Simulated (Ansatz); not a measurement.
With DFT-PBE in the program Ansatz with PAW potentials, SiGeC2 in the tetragonal phase (P-4m2; Si on 1a, C on 2g, Ge on 1c) relaxes to a = 3.178 Å, c = 4.487 Å. Si has 4 nearest neighbours from 1.91 Å (tetrahedral); C has 4 nearest neighbours from 1.91 Å (tetrahedral); Ge has 4 nearest neighbours from 1.98 Å (tetrahedral). Against the elements it lies at 0.13 eV/atom, with no fitted shifts.

The Kohn–Sham gap is 1.50 eV (indirect). The valence maximum lies at Γ and the conduction minimum at M. Gap from PBE with spin–orbit coupling: 1.48 eV.

An equation-of-state fit gives a bulk modulus of 192 GPa.

The start of the workflow was typed in or built on a structure type; neither database checked (COD, Materials Project) lists it. Its standing as an ambient phase is unchecked. Symmetry was held in the PBE relaxation; its stability against distortions is not shown here. The references are the lowest solids computed at this level, not always the standard phases. Spin–orbit coupling is left out wherever it is not named.

Potentials: the earlier of the program's two PAW sets.
